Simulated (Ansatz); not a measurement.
Ba2H3I:
```yaml
crystal:
  lattice:
    - [4.51146, 0.00000, 0.00000]
    - [-2.25573, 3.90704, 0.00000]
    - [0.00000, 0.00000, 8.09544]
  atoms:
    - { symbol: Ba, position: [0.66667, 0.33333, 0.68401] }
    - { symbol: Ba, position: [0.33333, 0.66667, 0.31599] }
    - { symbol: H, position: [0.66667, 0.33333, 0.35675] }
    - { symbol: H, position: [0.33333, 0.66667, 0.64325] }
    - { symbol: H, position: [0.00000, 0.00000, 0.50000] }
    - { symbol: I, position: [0.00000, 0.00000, 0.00000] }
```

DFT-r²SCAN in the program Ansatz with PAW potentials gives a gap of 2.74 eV without spin–orbit coupling, maximum at A, minimum at L.

Task: What happens when spin–orbit coupling is switched on?

Result: The gap stays essentially unchanged, to 2.74 eV; maximum at A, minimum at L.

Task: Give the electron effective mass with spin–orbit coupling.

Result: 0.34, 0.40, 1.2 mₑ (principal values).

Task: Give the hole effective mass with spin–orbit coupling.

Result: 0.29, 0.29, 6.2 mₑ (principal values).

Space group P-3m1. The workflow started from a Materials Project entry (that database holds measured and hypothetical structures alike); the Crystallography Open Database copy checked does not list it. Its standing as an ambient phase is unchecked. The r²SCAN relaxation kept the symmetry of its start; whether a distortion lowers the energy is not shown.

Potentials: the later of the program's two PAW sets.
